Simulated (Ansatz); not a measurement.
InSb:
```xyz
6
Lattice="4.5874 0.0000 0.0000 -2.2937 3.9728 0.0000 0.0000 0.0000 10.0310" Properties=species:S:1:pos:R:3 pbc="T T T"
In    -1.0222     1.7705     6.6873
In     1.2715     2.2023     0.0000
In     2.0444     0.0000     3.3437
Sb    -1.0651     1.8448     1.6718
Sb     1.2286     2.1280     5.0155
Sb     2.1302     0.0000     8.3592
```

Relaxed with PBEsol. Special points in fractions of this cell's reciprocal vectors: Γ (0.000, 0.000, 0.000); M (0.500, 0.000, 0.000); K (0.333, 0.333, 0.000); A (0.000, 0.000, 0.500); L (0.500, 0.000, 0.500); H (0.333, 0.333, 0.500).

### Question
List the band energies nearest the Fermi level at these points for PBEsol (plane waves, PAW; program Ansatz).

### Answer
In eV from the Fermi level; about four levels below and three above (degenerate sets whole), none deeper than 8.9 eV; points with the same levels are listed once.

```json
[
 {"k": "Γ", "below": "-0.87 -0.87 -0.60 -0.60 -0.18", "above": "0.22 1.25 1.25"},
 {"k": "M", "below": "-2.23 -1.60 -1.36 -1.33", "above": "0.22 0.30 1.27"},
 {"k": "K", "below": "-1.82 -1.33 -1.33 -0.22", "above": "1.59 1.59 4.04 4.04"},
 {"k": "A", "below": "-0.63 -0.44 -0.44 -0.18", "above": "1.18 1.18 1.18"},
 {"k": "L", "below": "-2.09 -2.04 -1.71 -1.47", "above": "0.74 1.10 1.95"},
 {"k": "H", "below": "-3.15 -3.15 -1.83 -1.19", "above": "1.89 1.90 1.90"}
]
```

Space group P3_121. The start of the workflow was typed in or built on a structure type; neither database checked (COD, Materials Project) lists it. It is not the phase usual at ambient conditions (space group No. 216). The PBEsol relaxation kept the symmetry of its start; whether a distortion lowers the energy is not shown. A small band overlap can be real or an error of a semilocal functional. The Fermi level of a semimetal is unsure by some 0.05 eV on such meshes. Spin–orbit coupling is left out wherever it is not named.

Potentials: the later of the program's two PAW sets.
